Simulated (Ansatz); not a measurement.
**Ru, first-principles data**

Ru:
```cif
data_Ru
_chemical_formula_sum 'Ru1'
_space_group_name_H-M_alt 'P 1'
_space_group_IT_number 1
_cell_length_a 2.49066
_cell_length_b 2.49066
_cell_length_c 2.49066
_cell_angle_alpha 90.000
_cell_angle_beta 90.000
_cell_angle_gamma 90.000
loop_
_space_group_symop_operation_xyz
  'x, y, z'
loop_
_atom_site_label
_atom_site_type_symbol
_atom_site_fract_x
_atom_site_fract_y
_atom_site_fract_z
_atom_site_occupancy
Ru1 Ru 0.00000 0.00000 0.00000 1
```

Space group Pm-3m (No. 221), simple cubic; conventional cell a = b = c = 2.4907 Å, α = β = γ = 90.00°.

Method: DFT-r²SCAN in the program Ansatz with PAW potentials. The cell and atoms are relaxed at this level. Other levels are named where they apply.

### Cell and energy

| Item | Value |
|---|---|
| Volume per atom | 15.45 Å³ |
| Density | 10.86 g/cm³ |

### Electronic structure

| Quantity | Value |
|---|---|
| Electronic character | metallic (no gap) |
| Density of states at the Fermi level | 1.2 states/eV per atom (mean over ±0.08 eV) |
| Gap with spin–orbit coupling | none (metallic) |

### Mechanics

| Quantity | Result |
|---|---|
| Bulk modulus (Birch–Murnaghan fit) | 241 GPa |
| Pressure derivative B′ | 4.7 |
| Elastic constants (relaxed ions, GPa) | C11 = 331, C12 = 194, C44 = 21.0 |
| Mechanical stability | stable (all eigenvalues of C positive) |
| Hill bulk and shear moduli | 240 and 34.5 GPa |
| Young's modulus | 98.8 GPa |
| Poisson's ratio | 0.43 |
| Debye temperature from the elastic constants | 242 K |

The cell is a constructed one: a structure type filled with these elements; neither database checked (COD, Materials Project) lists it. It is not the phase usual at ambient conditions (space group No. 194). Symmetry was held in the r²SCAN relaxation; its stability against distortions is not shown here. The run is not spin-polarised. As this level gives no gap, shear constants depend on the k-mesh and smearing (Fermi–Dirac, 0.1 eV here). On the denser mesh and wider smearing of the elastic run this cell carries a stress of 0.3 GPa. Scalar-relativistic: spin–orbit coupling is off unless named, which matters more the heavier the elements.

Potentials: the later of the program's two PAW sets.
